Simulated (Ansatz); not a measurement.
As (A7 type, space group R-3m)

```
As
1.0
    1.87953     1.08515     3.57829
   -1.87953     1.08515     3.57829
    0.00000    -2.17030     3.57829
As
2
Cartesian
  0.00000   0.00000   2.42555
  0.00000   0.00000   8.30931
```

The relaxed cell is deformed in two ways at once: its volume V is scaled, and at that volume it is stretched along z (the c axis of the conventional cell) so that c/a changes. Fractional atomic positions are held.

All values below come from r2SCAN+rVV10 (plane waves to 500 eV, PAW, scalar-relativistic; Ansatz, a program for electronic structure). k mesh 15×15×15 (Γ-centred), Fermi-Dirac smearing 0.05 eV. Compression counts positive. As the atoms are clamped, bonds stretch with the cell, which overstates energies and stresses. With partly filled bands, the response to shear is sensitive to the k mesh, so small differences along c/a are uncertain. As was relaxed with its symmetry unable to fall. The PAW data are Ansatz's earlier set. 

Estimate the σzz − σxx (GPa) for all points of the grid V/V₀ = 0.960, 0.980, 1.000, 1.020, 1.040 by (c/a)/(c/a)₀ = 0.920, 0.960, 1.000, 1.040, 1.080.

σzz − σxx (GPa), with V/V₀ across and (c/a)/(c/a)₀ down:

```
(c/a)/(c/a)₀ \ V/V₀  0.960  0.980  1.000  1.020  1.040
-------------------  -----  -----  -----  -----  -----
0.920                  3.6    4.2    4.6    5.0    5.4
0.960                  1.0    1.6    2.2    2.7    3.1
1.000                 -1.2   -0.6    0.0    0.5    1.0
1.040                 -2.3   -1.8   -1.4   -1.0   -0.6
1.080                 -3.3   -2.9   -2.5   -2.1   -1.8
```

(Under strain, the slope of the energy per volume gives the stress and its curvature an elastic modulus.)
